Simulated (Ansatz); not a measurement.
In PBE in the plane-wave PAW code Ansatz, NbAs in the tetragonal phase (I4_1md; Nb on 4a, As on 4a) relaxes to a = 3.473 Å, c = 11.750 Å. As has 6 nearest neighbours from 2.63 Å (trigonal prismatic). Against the elements it lies at -692 meV/atom, with no fitted shifts.

Electronic character: no gap, with almost no states at the Fermi level (zero-gap or semimetallic).

The PBE relaxation kept the symmetry of its start. No spin polarisation was allowed. A small band overlap can be real or an error of a semilocal functional. The references are the lowest solids computed at this level, not always the standard phases. Spin–orbit coupling is left out wherever it is not named.

Potentials: the later of the program's two PAW sets.
